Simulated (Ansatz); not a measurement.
Band structure of BiMo

```yaml
crystal:
  lattice:
    - [0.00000, 3.15776, 3.15776]
    - [3.15776, 0.00000, 3.15776]
    - [3.15776, 3.15776, 0.00000]
  atoms:
    - { symbol: Mo, position: [0.00000, 0.00000, 0.00000] }
    - { symbol: Bi, position: [0.25000, 0.25000, 0.25000] }
```

Atom numbers follow the list: Mo1, Bi2.

The cell was built from the zincblende type and relaxed in the same program, and has space group F-43m; it needn't be a known or the stable phase.

Spin polarisation is left out, and whether a magnetic state lies lower isn't shown here.

Spin–orbit coupling is left out, though it moves levels of the heavy atoms by tenths of an eV or more.

All numbers below come from Ansatz 0.2.0, DFT, PBE, all-electron LAPW, scalar-relativistic.

Numerical set-up: a Γ-centred 11×11×11 k mesh, Fermi–Dirac smearing of 0.08 eV, basis error target 0.5 meV/atom, no spin polarisation.

Points in fractions of the reciprocal vectors of this cell: Γ (0, 0, 0), X (-0.5, -0.5, 0), U (-0.375, -0.375, 0.25), K (-0.375, 0, 0.375), L (0, 0, 0.5), W (-0.5, -0.25, 0.25). The path joins them by straight lines in the order Γ–X–U–K–Γ–L–W–X; legs that retrace an earlier one aren't tabulated. Energies are in eV from the Fermi level.

(1) List the levels at Γ between -20 and 6.5 eV.

(2) List the levels at W between -20 and 6.5 eV.

(3) List the levels at K between -20 and 6.5 eV.

(4) What is the band gap?

Results:

(1) -11.23, -2.38 (×3), -0.10 (×2), 2.43, 5.18 (×3).

(2) -10.30, -2.90, -2.70, -1.35, -0.66, -0.07, 0.20, 0.80, 1.78.

(3) -10.32, -3.28, -2.13, -1.65, -0.65, -0.05, 0.44, 1.07, 1.69, 5.54.

(4) none: with an odd electron count and no spin polarisation the bands can't all be full, a metal in this set-up (spin order or a larger cell could open a gap).
